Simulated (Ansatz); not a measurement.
**ZrPbO₃ (Pm-3m), two-dimensional strain map**

Computed with DFT r2SCAN, scalar-relativistic, plane waves, PAW in Ansatz. Settings: plane waves to 500 eV, k-mesh 6×6×6 (Γ-centred), Gaussian smearing 0.05 eV. Spin–orbit coupling is left out, which can shift energies with elements as heavy as these. No spin polarisation. Energies are free energies at this smearing, counted from the undisturbed cell; pressure is positive in compression.

The starting cell (relaxed at this level; it needn't be the usual structure):

```
CELL_PARAMETERS angstrom
4.15955 0.00000 0.00000
0.00000 4.15955 0.00000
0.00000 0.00000 4.15955
ATOMIC_POSITIONS crystal
Zr 0.00000 0.00000 0.00000
Pb 0.50000 0.50000 0.50000
O 0.50000 0.00000 0.00000
O 0.00000 0.00000 0.50000
O 0.00000 0.50000 0.00000
```

The cell is strained by p along both x and y and by q along z, fractional coordinates fixed. Points are written (p, q).

Energy above the undisturbed cell in meV/atom (a dash: not computed):

```
 p \ q  -0.030  -0.015  0.000  0.015  0.030
-0.030       ?    49.0   37.4   32.7   33.8
-0.015       ?    16.3    8.9    8.2   13.1
 0.000    14.6     3.5    0.0    3.1   11.8
 0.015    15.0       ?    8.0   14.8   26.9
 0.030    30.3       ?   30.6   40.7   56.2
```

Fill in the withheld energies.

(-0.030, -0.030): 68.7; (-0.015, -0.030): 31.6; (0.015, -0.015): 7.7; (0.030, -0.015): 26.7.

Symmetry holds off the tilts and polar distortions that many cubic perovskites undergo.